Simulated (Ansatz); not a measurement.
Starting structure of a cell relaxation (symmetry kept):

Space group Pm-3m (No. 221). a = 3.855 Å, b = 3.855 Å, c = 3.855 Å, α = 90.00°, β = 90.00°, γ = 90.00°
```
atom site symmetry x y z
  Ni    1a m-3m  0.0000  0.0000  0.0000
  Pt    3c    4/mm.m  0.0000  0.5000  0.5000
```

These are results of DFT r2SCAN, scalar-relativistic, plane waves, PAW in Ansatz 0.2.0, not measurements.

Cutoff 500 eV; k points 12×12×12 on the computed 4-atom cell (Γ-centred); Gaussian smearing, width 0.10 eV; collinear spin from starting moments 1.12 0.31 0.31 0.31 μB.

Task: What does it relax to?

Result: The volume goes down by 0.04 Å³/atom to 14.29 Å³/atom, and the energy changes by under 0.1 meV/atom. The cell ends with a moment of 1.61 μB (only this magnetic start was tried). Final structure:
```
Ni Pt
1.0
     3.85171    0.00000    0.00000
     0.00000    3.85171    0.00000
     0.00000    0.00000    3.85171
Ni Pt
1 3
Direct
  0.00000 0.00000 0.00000
  0.00000 0.50000 0.50000
  0.50000 0.00000 0.50000
  0.50000 0.50000 0.00000
```

The state reached may not be the lowest one. Spin-orbit coupling is left out, which matters for the bands of heavy elements.

Cost: 1 run of about 6.5 core-minutes, on Arm Neoverse V2 (shared hosts).